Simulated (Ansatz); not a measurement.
HgTe (zinc blende)

```
CELL_PARAMETERS angstrom
      0.00000     3.32535     3.32535
      3.32535     0.00000     3.32535
      3.32535     3.32535     0.00000
ATOMIC_POSITIONS crystal
  Te 0.75000 0.75000 0.75000
  Hg 0.00000 0.00000 0.00000
```

The volume is varied about the relaxed value V₀ at fixed cell shape. Symmetry pins the atoms to their sites.

Method: PBE (plane waves to 420 eV, PAW, scalar-relativistic; Ansatz, a program for electronic structure). k mesh 12×12×12 (Γ-centred), Fermi-Dirac smearing 0.05 eV. The energy includes the smearing's −TS. Compression counts positive. At this level the bands of HgTe touch or barely overlap. HgTe was relaxed with its symmetry unable to fall. Spin-orbit coupling is left out, though Hg and Te are heavy. The PAW data are Ansatz's earlier set. The relaxed volume of HgTe is well above the measured one; the method has no dispersion term. ΔE is measured from the relaxed starting cell. The last digit holds for this mesh only.

```json
[
 {"V (Å³/atom)": "33.094", "ΔE (meV/atom)": "48.7"},
 {"V (Å³/atom)": "33.830", "ΔE (meV/atom)": "29.8"},
 {"V (Å³/atom)": "34.565", "ΔE (meV/atom)": "16.0"},
 {"V (Å³/atom)": "35.301", "ΔE (meV/atom)": "6.8"},
 {"V (Å³/atom)": "36.036", "ΔE (meV/atom)": "1.6"},
 {"V (Å³/atom)": "36.771", "ΔE (meV/atom)": "0.0"},
 {"V (Å³/atom)": "37.507", "ΔE (meV/atom)": "1.5"},
 {"V (Å³/atom)": "38.242", "ΔE (meV/atom)": "withheld"},
 {"V (Å³/atom)": "38.978", "ΔE (meV/atom)": "12.5"},
 {"V (Å³/atom)": "39.713", "ΔE (meV/atom)": "21.4"},
 {"V (Å³/atom)": "40.449", "ΔE (meV/atom)": "32.2"}
]
```

**Question.** Fit a third-order Birch-Murnaghan form (E₀, V₀, B₀, B₀′ free) to the given rows and predict ΔE at V = 38.242.

**Answer.** Least squares on the 10 given rows: ΔE = E₀ + (9V₀B₀/16)·y²·[2 + (B₀′ − 4)y], y = (V₀/V)^(2/3) − 1, with V₀ = 36.771 Å³/atom, B₀ = 34.16 GPa (160.2 GPa = 1 eV/Å³; the term in eV is multiplied by 1000), B₀′ = 5.20, E₀ = -0.01 meV/atom; root-mean-square residual 0.02 meV/atom. At 38.242 the fit gives 5.8 meV/atom; the calculation gives 5.8 meV/atom, the same to the digits shown. For the pressure the fit gives -1.2 GPa against the computed -1.2 GPa.

(A scan under strain: stresses follow from slopes of the energy per volume, elastic moduli from its curvatures.)
